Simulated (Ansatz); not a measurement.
**A Pb vacancy in cubic perovskite CsPbBr3, 39 atoms, charge 0**

Theory: DFT, HSE06, PAW, plane waves (Ansatz).

Input file:

```yaml
crystal:
  lattice:
    - [11.763330, 0.000000, 0.000000]
    - [0.000000, 11.763330, 0.000000]
    - [0.000000, 0.000000, 11.763330]
  atoms:
    - { symbol: Cs, position: [0.964134, 0.014226, 0.019895] }
    - { symbol: Cs, position: [0.021427, 0.996489, 0.501258] }
    - { symbol: Cs, position: [0.985533, 0.534694, 0.966544] }
    - { symbol: Cs, position: [0.005274, 0.429715, 0.498325] }
    - { symbol: Cs, position: [0.482568, 0.028590, 0.018135] }
    - { symbol: Cs, position: [0.503779, 0.005670, 0.458316] }
    - { symbol: Cs, position: [0.507927, 0.515898, 0.000174] }
    - { symbol: Cs, position: [0.522155, 0.461966, 0.501209] }
    - { symbol: Pb, position: [0.252527, 0.257229, 0.763644] }
    - { symbol: Pb, position: [0.248556, 0.733167, 0.242231] }
    - { symbol: Pb, position: [0.253686, 0.755005, 0.742919] }
    - { symbol: Pb, position: [0.750487, 0.245486, 0.257378] }
    - { symbol: Pb, position: [0.751583, 0.250158, 0.761522] }
    - { symbol: Pb, position: [0.749933, 0.743719, 0.254192] }
    - { symbol: Pb, position: [0.749204, 0.756860, 0.746407] }
    - { symbol: Br, position: [0.239121, 0.335448, 0.007473] }
    - { symbol: Br, position: [0.270231, 0.258137, 0.531119] }
    - { symbol: Br, position: [0.295285, 0.759431, 0.989720] }
    - { symbol: Br, position: [0.213257, 0.733654, 0.486179] }
    - { symbol: Br, position: [0.775615, 0.295124, 0.007532] }
    - { symbol: Br, position: [0.736587, 0.216017, 0.511461] }
    - { symbol: Br, position: [0.734546, 0.716895, 0.000385] }
    - { symbol: Br, position: [0.764297, 0.812031, 0.499425] }
    - { symbol: Br, position: [0.995913, 0.203850, 0.279126] }
    - { symbol: Br, position: [0.004613, 0.214638, 0.745309] }
    - { symbol: Br, position: [0.000933, 0.759648, 0.207278] }
    - { symbol: Br, position: [0.001948, 0.794950, 0.778727] }
    - { symbol: Br, position: [0.498719, 0.247693, 0.257550] }
    - { symbol: Br, position: [0.501201, 0.290988, 0.782809] }
    - { symbol: Br, position: [0.496557, 0.708987, 0.276570] }
    - { symbol: Br, position: [0.500947, 0.704550, 0.717498] }
    - { symbol: Br, position: [0.266631, 0.964523, 0.245441] }
    - { symbol: Br, position: [0.289561, 0.009769, 0.755438] }
    - { symbol: Br, position: [0.236222, 0.495974, 0.160416] }
    - { symbol: Br, position: [0.203844, 0.506882, 0.738858] }
    - { symbol: Br, position: [0.719061, 0.993136, 0.214515] }
    - { symbol: Br, position: [0.718167, 0.003999, 0.807718] }
    - { symbol: Br, position: [0.768294, 0.496700, 0.305081] }
    - { symbol: Br, position: [0.785656, 0.503526, 0.717178] }
  symmetry: { detect: false }
kpoints:
  mp_grid: { grid: [1, 1, 1], shift: [0.25, 0.25, 0.25] }
hamiltonian:
  xc: hse06
scf:
  occupations: { method: fermi_dirac, width: 0.01 }
output:
  forces: true
  eigenvalues: true
  populations: true
  eigenstates: { kpoints: [[0.25, 0.25, 0.25]], e_range: [-6.0, 6.0], localisation: true }
```

Command:

```sh
ansatz run in.yaml --threads 2 --pin off --max-ram 20900MiB --runs-dir r --events-out ev --progress --plain --backend cuda --devices 0, --max-vram 18GiB
```

The program printed, less machine lines and repeats, with […] for rows cut from tables:

```
Pseudopotentials: kind: paw
Functional definition: HSE06
  parameter a = 0.25
  parameter omega = 0.11/bohr
  exchange = pbe_x - a*pbe_x_sr(omega) + a*exact_x_sr(omega)
  correlation = pbe_c
Crystal: 39 atoms, lattice volume = 1627.762 Å³
Basis set: ecut = 420 eV, 31799 PW (Γ), exchange–correlation on 160×160×160 points (8 copies of the dense FFT grid, shifted against one another)
Bands: 208, of which v1, the nominal top of the filled ones, is band 169 counted from 1 (168 counted from 0)
Symmetry: 1 space group operations
k-points: 1
Non-local potential: Cs, projectors of the file, l = 0: 3, l = 1: 2, l = 2: 2, l = 3: 2
Non-local potential: Pb, projectors of the file, l = 0: 2, l = 1: 2, l = 2: 2, l = 3: 2
Non-local potential: Br, projectors of the file, l = 0: 2, l = 1: 2, l = 2: 2
PAW form: soft (Blöchl's): semilocal exchange-correlation on the pseudo side does not see the compensation charge
PAW frozen core: Cs, regenerated for the run's functional, and the local potential with it (the file was generated under x = pbe(κ = 0.804, μ = 0.2195149727645171), c = pbe(β = 0.06672455060314922))
PAW frozen core: Pb, regenerated for the run's functional, and the local potential with it (the file was generated under x = pbe(κ = 0.804, μ = 0.2195149727645171), c = pbe(β = 0.06672455060314922))
PAW frozen core: Br, regenerated for the run's functional, and the local potential with it (the file was generated under x = pbe(κ = 0.804, μ = 0.2195149727645171), c = pbe(β = 0.06672455060314922))
PAW one-centre angular grid: Cs, 194 points (default); XC on 96 Gauss nodes
PAW one-centre angular grid: Pb, 590 points (default); XC on 64 Gauss nodes
PAW one-centre angular grid: Br, 110 points (default); XC on 64 Gauss nodes
Initial density: superposition of atomic densities (neutral atoms: chi_scale 0, normalization atom), corrected by the library's trained network
Initial wavefunctions: pseudopotential atomic-orbital guess
Functional: x = pbe(κ = 0.804, μ = 0.2195149727645171), c = pbe(β = 0.06672455060314922), warm-up for x = pbe(κ = 0.804, μ = 0.2195149727645171) + 0.25 (exact − pbe) at short range (hse, ω = 0.20786987370883472 Å⁻¹), c = pbe(β = 0.06672455060314922); HSE06 as pw.x's `hse` composes it (authors' and Libxc's form: `xc: wpbeh`)
SCF iter   1: F=—  HF=-195556.804064 eV  |F-HF|=—  |Δ(HF+E_count)|=         —  Δρ=5.13e-3  dr2=1.66e0  ethr=1.77e-3  ⟨swp⟩=20.0  Hψ=1106  notcnv=0
preconditioner: auto → none  [insulator: Δε(μ)=1.180 eV  Ē_g=12.454 eV  σ=0.010 eV  W_gap=1.00  n_scr=250 (ndim 8)  ℏωp=16.5 eV  f_vac=0.102  D(μ)=0.00/eV (n_scr^D=0)]
SCF iter   2: F=—  HF=-195557.022185 eV  |F-HF|=—  |Δ(HF+E_count)|=   2.18e-1  Δρ=1.15e-2  dr2=9.78e0  ethr=4.90e-4  ⟨swp⟩=10.0  Hψ=666  notcnv=0  recentre
SCF iter   3: F=—  HF=-195556.558672 eV  |F-HF|=—  |Δ(HF+E_count)|=   4.64e-1  Δρ=3.15e-3  dr2=5.96e-1  ethr=4.90e-4  ⟨swp⟩=12.0  Hψ=613  notcnv=0  defer=1
SCF iter   4: F=—  HF=-195556.448173 eV  |F-HF|=—  |Δ(HF+E_count)|=   1.10e-1  Δρ=1.97e-3  dr2=2.11e-1  ethr=1.76e-4  ⟨swp⟩=9.0  Hψ=474  notcnv=0  defer=1
SCF iter   5: F=—  HF=-195556.388348 eV  |F-HF|=—  |Δ(HF+E_count)|=   5.98e-2  Δρ=7.78e-4  dr2=2.54e-2  ethr=6.24e-5  ⟨swp⟩=11.0  Hψ=625  notcnv=0
SCF iter   6: F=—  HF=-195556.384773 eV  |F-HF|=—  |Δ(HF+E_count)|=   3.58e-3  Δρ=3.70e-4  dr2=8.34e-3  ethr=7.52e-6  ⟨swp⟩=11.0  Hψ=628  notcnv=0
SCF iter   7: F=—  HF=-195556.383886 eV  |F-HF|=—  |Δ(HF+E_count)|=   8.87e-4  Δρ=2.12e-4  dr2=3.42e-3  ethr=2.47e-6  ⟨swp⟩=10.0  Hψ=596  notcnv=0  defer=2
SCF iter   8: F=—  HF=-195556.383505 eV  |F-HF|=—  |Δ(HF+E_count)|=   3.81e-4  Δρ=1.25e-4  dr2=1.09e-3  ethr=1.01e-6  ⟨swp⟩=5.0  Hψ=386  notcnv=0  defer=2
SCF iter   9: F=—  HF=-195556.383256 eV  |F-HF|=—  |Δ(HF+E_count)|=   2.49e-4  Δρ=4.62e-5  dr2=1.18e-4  ethr=3.24e-7  ⟨swp⟩=6.0  Hψ=477  notcnv=0
iter 10 solved again at ethr=1.11e-9 eV; its pass at ethr=3.48e-8 eV (dr2=3.76e-6 eV) is discarded
SCF iter  10: F=-195556.383232 eV  HF=-195556.383235 eV  |F-HF|=2.65e-6  |Δ(HF+E_count)|=   2.10e-5  Δρ=1.19e-5  dr2=3.98e-6  ethr=1.11e-9  ⟨swp⟩=4.0  Hψ=955  notcnv=0
SCF 1 stopped early in 10 iterations: F = -195556.383232 eV  dr2 = 3.98e-6
  greatest PAW one-centre occupation: 0.982 electrons in one spin orbital (limit 2), on the Pb atom at site 11 (counted from 0), in its partial waves of l = 2
Initial density: handed on by an earlier stage of this run
Initial wavefunctions: those handed on with the density
Functional: x = pbe(κ = 0.804, μ = 0.2195149727645171) + 0.25 (exact − pbe) at short range (hse, ω = 0.20786987370883472 Å⁻¹), c = pbe(β = 0.06672455060314922); HSE06 as pw.x's `hse` composes it (authors' and Libxc's form: `xc: wpbeh`)
Exchange kernel: α = 0.2500, screened, ω = 0.2079 Å⁻¹, Wigner–Seitz truncation, v(0) = 972.7864 eV·Å³, q-mesh 1×1×1, nearest image of the exchange supercell L = 11.76 Å, pair-density grid 54×54×54, without the augmentation charges, whose exchange is taken in its separable form (sized by the pseudopotential files, 80×80×80 at the most)
Frozen-core exchange: fock
SCF iter   1: F=—  HF=-195667.603811 eV  |F-HF|=—  |Δ(HF+E_count)|=         —  Δρ=3.85e-3  dr2=2.88e-1  ethr=1.18e-8  ⟨swp⟩=19.0  Hψ=1771  notcnv=0
preconditioner: auto → none  [insulator: Δε(μ)=0.891 eV  Ē_g=11.462 eV  σ=0.010 eV  W_gap=1.00  n_scr=250 (ndim 8)  ℏωp=14.6 eV  f_vac=0.099  D(μ)=0.00/eV (n_scr^D=0)]
SCF iter   2: F=—  HF=-195667.518043 eV  |F-HF|=—  |Δ(HF+E_count)|=   8.58e-2  Δρ=1.43e-3  dr2=4.03e-2  ethr=1.18e-8  ⟨swp⟩=11.0  Hψ=1148  notcnv=0  defer=1
SCF iter   3: F=—  HF=-195667.582169 eV  |F-HF|=—  |Δ(HF+E_count)|=   6.41e-2  Δρ=9.28e-4  dr2=2.58e-2  ethr=1.18e-8  ⟨swp⟩=8.0  Hψ=1136  notcnv=0
SCF iter   4: F=—  HF=-195667.575340 eV  |F-HF|=—  |Δ(HF+E_count)|=   6.83e-3  Δρ=1.80e-4  dr2=1.82e-3  ethr=1.18e-8  ⟨swp⟩=8.0  Hψ=996  notcnv=0  defer=7
SCF iter   5: F=—  HF=-195667.577093 eV  |F-HF|=—  |Δ(HF+E_count)|=   1.75e-3  Δρ=1.90e-4  dr2=1.52e-3  ethr=1.18e-8  ⟨swp⟩=6.0  Hψ=793  notcnv=0
SCF iter   6: F=—  HF=-195667.576965 eV  |F-HF|=—  |Δ(HF+E_count)|=   1.27e-4  Δρ=1.00e-4  dr2=4.05e-4  ethr=1.18e-8  ⟨swp⟩=6.0  Hψ=559  notcnv=0  defer=1
SCF iter   7: F=—  HF=-195667.576909 eV  |F-HF|=—  |Δ(HF+E_count)|=   5.63e-5  Δρ=2.71e-5  dr2=3.43e-5  ethr=1.18e-8  ⟨swp⟩=7.0  Hψ=579  notcnv=0
SCF iter   8: F=-195667.576908 eV  HF=-195667.576912 eV  |F-HF|=3.44e-6  |Δ(HF+E_count)|=   2.70e-6  Δρ=9.88e-6  dr2=4.47e-6  ethr=6.40e-9  ⟨swp⟩=3.0  Hψ=429  notcnv=0
SCF 2 stopped early in 8 iterations: F = -195667.576908 eV  dr2 = 4.47e-6
  Residual-converged pass: ⟨swp⟩=4.0  Hψ=647  notcnv=0  max |occ|·‖R‖ = 5.5e-6 eV (tolerance 6.7e-6 eV)  dr2=4.45e-6  dr2_onsite=1.07e-7  max |Δocc| = 8.2e-22
hybrid outer 1: dexx = +7.897e-2 eV, tail = 1.16e-4 eV
SCF iter   1: F=—  HF=-195667.578789 eV  |F-HF|=—  |Δ(HF+E_count)|=         —  Δρ=2.47e-5  dr2=7.54e-6  ethr=1.71e-7  ⟨swp⟩=9.0  Hψ=573  notcnv=0
preconditioner: auto → none  [insulator: Δε(μ)=0.740 eV  Ē_g=11.439 eV  σ=0.010 eV  W_gap=1.00  n_scr=250 (ndim 8)  ℏωp=14.6 eV  f_vac=0.106  D(μ)=0.00/eV (n_scr^D=0)]
SCF iter   2: F=—  HF=-195667.578790 eV  |F-HF|=—  |Δ(HF+E_count)|=   1.02e-6  Δρ=1.02e-5  dr2=1.68e-6  ethr=2.16e-9  ⟨swp⟩=6.0  Hψ=537  notcnv=0  defer=1
SCF iter   3: F=—  HF=-195667.578790 eV  |F-HF|=—  |Δ(HF+E_count)|=   4.70e-8  Δρ=4.76e-6  dr2=4.74e-7  ethr=4.74e-10  ⟨swp⟩=5.0  Hψ=486  notcnv=0  defer=10
SCF iter   4: F=—  HF=-195667.578790 eV  |F-HF|=—  |Δ(HF+E_count)|=   9.11e-8  Δρ=2.08e-6  dr2=3.06e-8  ethr=1.32e-10  ⟨swp⟩=11.0  Hψ=503  notcnv=0
SCF iter   5: F=-195667.578790 eV  HF=-195667.578790 eV  |F-HF|=4.86e-9  |Δ(HF+E_count)|=   5.73e-9  Δρ=7.87e-7  dr2=9.12e-9  ethr=8.71e-12  ⟨swp⟩=9.0  Hψ=655  notcnv=0
SCF 3 converged in 5 iterations: F = -195667.578790 eV  dr2 = 9.12e-9
  Residual-converged pass: ⟨swp⟩=3.0  Hψ=487  notcnv=0  max |occ|·‖R‖ = 1.6e-6 eV (tolerance 2.0e-6 eV)  dr2=9.32e-9  dr2_onsite=3.34e-10  max |Δocc| = 4.5e-25
hybrid outer 2: dexx = +1.704e-6 eV, tail = 4.51e-8 eV, Δε = 3.50e-3 eV (about 7.64e-5 eV left of the loop's levels), ΔF = 1.28e-2 eV/Å (tail 1.18e-3)
SCF iter   1: F=—  HF=-195667.578790 eV  |F-HF|=—  |Δ(HF+E_count)|=         —  Δρ=1.02e-6  dr2=1.60e-8  ethr=6.67e-11  ⟨swp⟩=15.0  Hψ=600  notcnv=0
SCF iter   2: F=-195667.578790 eV  HF=-195667.578790 eV  |F-HF|=6.66e-9  |Δ(HF+E_count)|=  9.90e-10  Δρ=5.22e-7  dr2=8.82e-9  ethr=4.71e-12  ⟨swp⟩=5.0  Hψ=495  notcnv=0  defer=5
SCF 4 converged in 2 iterations: F = -195667.578790 eV  dr2 = 8.82e-9
  Residual-converged pass: ⟨swp⟩=3.0  Hψ=477  notcnv=0  max |occ|·‖R‖ = 1.3e-6 eV (tolerance 1.4e-6 eV)  dr2=8.97e-9  dr2_onsite=2.34e-10  max |Δocc| = 7.8e-26
hybrid outer 3: dexx = +1.477e-9 eV, tail = 1.81e-8 eV, Δε = 1.20e-4 eV (about 1.33e-4 eV left of the loop's levels), ΔF = 2.30e-4 eV/Å (tail 4.95e-4)
NSCF: frozen V_eff on 1 k-points
hybrid SCF converged: 3 outer / 15 inner (+10 warm-up), last move |dexx| = 1.48e-9 eV, tail = 1.81e-8 eV
Stability not checked: this state was not tested for a lower state beside it, because the functional holds exact exchange (a hybrid, or Hartree-Fock), whose exchange loop this test does not read (fock_operator; see scf.lower_state_search)
Free energy (F): -195667.578790 eV
Harris-Foulkes:  -195667.578790 eV  (|F-HF|=6.66e-9)
Internal energy: -195667.578790 eV  (E = F + TS)
E sigma→0 (E₀):  -195667.578790 eV
Fermi energy:    2.312224 eV
--- Per-component energies (eV) ---
  E_band       = -2387.136837
  E_kinetic    = 6329.161644
  E_local      = -20431.073442  (includes V_loc(G=0)·N_el)
  E_nonlocal   = 4371.339059
  E_hartree    = 7504.699440
  E_xc         = -7346.505590
  E_vxc        = -3546.317674  (∫ρ·V_xc dr)
  E_exx        = -664.913637  (= α·E_x^exact, valence–valence)
  E_paw        = -168670.150479  (= ΣΔE_a)
  E_vpaw       = -2789.819037  (= ΣTr[D̂ρ^β])
  E_aug_tail   = 0.000323  (compensation charges beyond the density's cutoff)
  E_ewald      = -16752.472860
  E_core_change = -7.663250  (= ΣΔE_core)
  E_smearing   = -0.000000  (= −TS)
  E_closure    = 0.000002  (closes the sum)
  Σ components = -195667.578790   (vs F -195667.578790, Δ=0.00e0)
--- Forces (eV/Å), atoms counted from 1 ---
  atom   1  Cs     0.05465609     0.01141996    -0.01644638
  atom   2  Cs     0.01163752    -0.00010505    -0.00663783
  atom   3  Cs    -0.02860111    -0.01431120     0.01558823
  atom   4  Cs     0.02095405     0.04825615    -0.02744523
  atom   5  Cs    -0.00976645     0.00560899    -0.01411367
  atom   6  Cs    -0.03474224    -0.01025547     0.06197316
  atom   7  Cs     0.04223255    -0.03564540     0.00694986
  atom   8  Cs    -0.03532939     0.02745221    -0.00128999
  atom   9  Pb     0.00632151    -0.03406365    -0.12640979
  atom  10  Pb    -0.00243740     0.11946647     0.03843194
  atom  11  Pb     0.01423335     0.00651534    -0.01323334
  atom  12  Pb    -0.00428641    -0.00910266     0.00440292
  atom  13  Pb    -0.00616312    -0.00253201    -0.01048705
  atom  14  Pb     0.00495213     0.01485241     0.02820852
  atom  15  Pb    -0.00955063     0.01580181    -0.02895042
  atom  16  Br    -0.02546756     0.23424607     0.36828666
  atom  17  Br     0.00674804    -0.01925618     0.04452960
  atom  18  Br     0.00041857     0.00570878     0.01042516
  atom  19  Br    -0.00603438    -0.02042520    -0.03836871
  atom  20  Br     0.00618996     0.02851416    -0.00368860
  atom  21  Br    -0.00357052    -0.03051547     0.01361752
  atom  22  Br    -0.01169733     0.00677957     0.00331810
  atom  23  Br     0.01551695     0.00145414     0.00326442
  atom  24  Br     0.10949394     0.01271242    -0.03311144
  atom  25  Br     0.02279283    -0.02574157     0.01691759
  atom  26  Br     0.03776547    -0.00513486     0.01094618
  atom  27  Br     0.00689623     0.02483407     0.00517602
  atom  28  Br    -0.09967088     0.06417986    -0.05204861
  atom  29  Br    -0.01949300     0.00534718     0.00654835
  atom  30  Br    -0.03340063    -0.01187483     0.01575185
  atom  31  Br    -0.00869807    -0.00222402    -0.02149691
  atom  32  Br    -0.02863785    -0.07073499     0.00943969
  atom  33  Br     0.01758178     0.01221985    -0.01104173
  atom  34  Br    -0.02072197    -0.35030463    -0.20849429
  atom  35  Br     0.00100798    -0.00558833    -0.00016710
  atom  36  Br    -0.00446744    -0.01994319    -0.01294965
  atom  37  Br    -0.03451838    -0.00713212    -0.00107355
  atom  38  Br     0.03364358     0.02629688    -0.01276100
  atom  39  Br     0.01423568     0.00328259    -0.02360134
  max |Σ_I F_I| component: 5.80e-5 eV/Å
--- Band table (eV) ---
  k-point 0: bands = ["-19.9091", "-19.8992", "-19.8974", "-19.8746", "-19.8685", "-19.8574", "-19.8463", "-19.8366", "-16.0916", "-16.0292", "-16.0155", "-15.9727", "-15.9199", "-15.9188", "-15.9075", "-15.8693", "-15.8586", "-15.8514", "-15.8073", "-15.7961", "-15.7574", "-15.7472", "-15.7414", "-15.7323", "-15.7193", "-15.7147", "-15.7121", "-15.7054", "-15.6975", "-15.6638", "-15.6575", "-15.6 …
--- Löwdin populations: 39 sites ---
  site symbol       q [e]
     0     Cs      8.2339
     1     Cs      8.2356
     2     Cs      8.2457
     3     Cs      8.2322
     4     Cs      8.2347
     5     Cs      8.2332
     6     Cs      8.2452
     7     Cs      8.2377
     8     Pb     13.3822
     9     Pb     13.3668
    10     Pb     13.3386
    11     Pb     13.3746
    12     Pb     13.3601
    13     Pb     13.3457
    14     Pb     13.3362
    15     Br      7.1202
    16     Br      7.3586
    17     Br      7.4141
    18     Br      7.3950
    19     Br      7.4202
    20     Br      7.4298
    21     Br      7.4409
    22     Br      7.4170
    23     Br      7.5493
    24     Br      7.4173
    25     Br      7.4101
    26     Br      7.4406
    27     Br      7.5521
    28     Br      7.4128
    29     Br      7.4116
    30     Br      7.4179
    31     Br      7.3391
    32     Br      7.4078
    33     Br      7.0962
    34     Br      7.4158
    35     Br      7.4378
    36     Br      7.4197
    37     Br      7.4280
    38     Br      7.4468
  spilling = 0.002955 (of n_electrons = 338.000000)
```

Total energies depend on the potentials used, so only differences within one code and one set of settings carry meaning.

The atoms are those of an earlier PBEsol relaxation. One k point and one spin start were run, so the state needn't be the lowest, and an added charge can sit in a band of the host.

Time: 43 s of wall time on one NVIDIA H100 with 2 processor threads, on a host shared with other runs; peak host memory 3.1 GiB.
